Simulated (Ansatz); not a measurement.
MgS (rock salt, space group No. 225) under volume change, PBE in the plane-wave PAW code Ansatz, scaled uniformly.

```tsv
V (Å³/atom)	E − E(relaxed) (meV/atom)	P (GPa)
16.270	39.2	8.45
16.806	16.5	5.19
17.343	[?]	[?]
17.879	0.0	0.00
18.415	3.5	-2.06
18.952	[?]	[?]
19.488	28.9	-5.34
```

### Question
Some entries are withheld; supply them.

### Answer

- 18.952, E − E(relaxed) (meV/atom): 13.4
- 18.952, P (GPa): -3.82
- 17.343, E − E(relaxed) (meV/atom): 3.9
- 17.343, P (GPa): 2.40

### Question
What does a third-order Birch–Murnaghan fit give for V₀, B₀ and B′?

### Answer
V₀ = 17.88 Å³/atom, B₀ = 73.9 GPa, B′ = 4.1.

Space group Fm-3m (rock salt). Symmetry was held in the PBE relaxation.

Potentials: the earlier of the program's two PAW sets.
